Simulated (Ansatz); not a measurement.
# Calculated Fe-57 Mössbauer parameters for SiC with Fe replacing C

Cell: a supercell of SiC (space group P6_3mc) built from a structure deposited in the COD, with the ions relaxed around the defect (PBE).

```yaml
crystal:
  lattice:
    - [6.19000, 0.00000, 0.00000]
    - [-3.09500, 5.36070, 0.00000]
    - [0.00000, 0.00000, 15.17000]
  atoms:
    - { symbol: Si, position: [0.98783, 0.97499, 0.11956] }
    - { symbol: Si, position: [0.98755, 0.51330, 0.11951] }
    - { symbol: Si, position: [0.50039, 0.00027, 0.12358] }
    - { symbol: Si, position: [0.52738, 0.51384, 0.11938] }
    - { symbol: Si, position: [0.00008, 0.99965, 0.62565] }
    - { symbol: Si, position: [0.00008, 0.50060, 0.62565] }
    - { symbol: Si, position: [0.50041, 0.00030, 0.62765] }
    - { symbol: Si, position: [0.50100, 0.50059, 0.62566] }
    - { symbol: Si, position: [0.16692, 0.33350, 0.30614] }
    - { symbol: Si, position: [0.16755, 0.83383, 0.29225] }
    - { symbol: Si, position: [0.66682, 0.33314, 0.29227] }
    - { symbol: Si, position: [0.66682, 0.83381, 0.29227] }
    - { symbol: Si, position: [0.33264, 0.16791, 0.79123] }
    - { symbol: Si, position: [0.33268, 0.66493, 0.79123] }
    - { symbol: Si, position: [0.83578, 0.16796, 0.79123] }
    - { symbol: Si, position: [0.83367, 0.66691, 0.79103] }
    - { symbol: Si, position: [0.16711, 0.33368, 0.96013] }
    - { symbol: Si, position: [0.16731, 0.83379, 0.95436] }
    - { symbol: Si, position: [0.66696, 0.33330, 0.95432] }
    - { symbol: Si, position: [0.66700, 0.83390, 0.95434] }
    - { symbol: Si, position: [0.33548, 0.16518, 0.46122] }
    - { symbol: Si, position: [0.33548, 0.67046, 0.46123] }
    - { symbol: Si, position: [0.83021, 0.16518, 0.46124] }
    - { symbol: Si, position: [0.83370, 0.66692, 0.45854] }
    - { symbol: C, position: [0.99705, 0.99360, 0.99491] }
    - { symbol: C, position: [0.99701, 0.50369, 0.99489] }
    - { symbol: C, position: [0.50038, 0.00031, 0.99762] }
    - { symbol: C, position: [0.50734, 0.50380, 0.99484] }
    - { symbol: C, position: [0.00008, 0.99966, 0.50082] }
    - { symbol: C, position: [0.00009, 0.50056, 0.50082] }
    - { symbol: C, position: [0.50040, 0.00029, 0.50453] }
    - { symbol: C, position: [0.50094, 0.50054, 0.50082] }
    - { symbol: Fe, position: [0.16814, 0.33448, 0.16735] }
    - { symbol: C, position: [0.17066, 0.83550, 0.16749] }
    - { symbol: C, position: [0.66541, 0.33004, 0.16751] }
    - { symbol: C, position: [0.66553, 0.83567, 0.16750] }
    - { symbol: C, position: [0.33301, 0.16764, 0.66705] }
    - { symbol: C, position: [0.33302, 0.66556, 0.66705] }
    - { symbol: C, position: [0.83515, 0.16765, 0.66705] }
    - { symbol: C, position: [0.83371, 0.66694, 0.66671] }
    - { symbol: C, position: [0.16708, 0.33365, 0.83392] }
    - { symbol: C, position: [0.16830, 0.83423, 0.83064] }
    - { symbol: C, position: [0.66633, 0.33220, 0.83060] }
    - { symbol: C, position: [0.66635, 0.83426, 0.83062] }
    - { symbol: C, position: [0.33755, 0.16306, 0.33806] }
    - { symbol: C, position: [0.33756, 0.67462, 0.33806] }
    - { symbol: C, position: [0.82594, 0.16304, 0.33808] }
    - { symbol: C, position: [0.83374, 0.66692, 0.33342] }
```

Sites (sets of like atoms) are named by element and the number of their first atom in this list.

All values are calculated (Ansatz; DFT, PBE, plane waves and PAW, scalar-relativistic, collinear spin, 420 eV cutoff, Γ-centred 4×4×2 k-points, Fermi–Dirac smearing 0.01 eV, cell charge -1), not measured. Start moments as typed (μB): 5 on each Fe, none on the rest. The program fits them to the shells of the files, so those used differ somewhat.

Isomer shifts (against α-Fe) follow from the electron density at the nucleus, δ = α(ρ − ρ₀), with α = -0.366 mm s⁻¹ a₀³ and ρ₀ = 14904.00 a₀⁻³ from a line fitted to 10 measured compounds at this level of theory (rms miss 0.11 mm/s). ΔE_Q = ½eQV_zz(1 + η²/3)^½ with Q = 0.160 b for the 14.4 keV state.

Task: What would the Fe-57 spectrum's parameters be?

Result: 

```tsv
site	atoms	first shell	ρ − ρ₀ (a₀⁻³)	δ (mm/s)	ΔE_Q (mm/s)	η
Fe	33	4 Si at 2.06–2.11 Å; also 12 C at 3.09–3.19 Å	2.40	-0.88	0.44	0.01
```



The defect repeats with the cell of 48 atoms, so it feels its images: sites between two images don't show the values beside a lone defect, and zeros or small values of η there can come from the images' arrangement. The centre was started off its lattice site, so that it could distort. A uniform background compensates the cell's charge. The defect cell has no gap above 0.1 eV on its mesh, so the values can hang on the smearing and the k-mesh. With these PAW files V_zz is typically within 2 to 3 % of all-electron values, but misses above 10 % occur on Fe. The run lost most of its start moments on Fe; a state with other moments may lie lower. Shifts outside the range of the fitted compounds (-0.1 to 1.5 mm/s for Fe) are extrapolations.
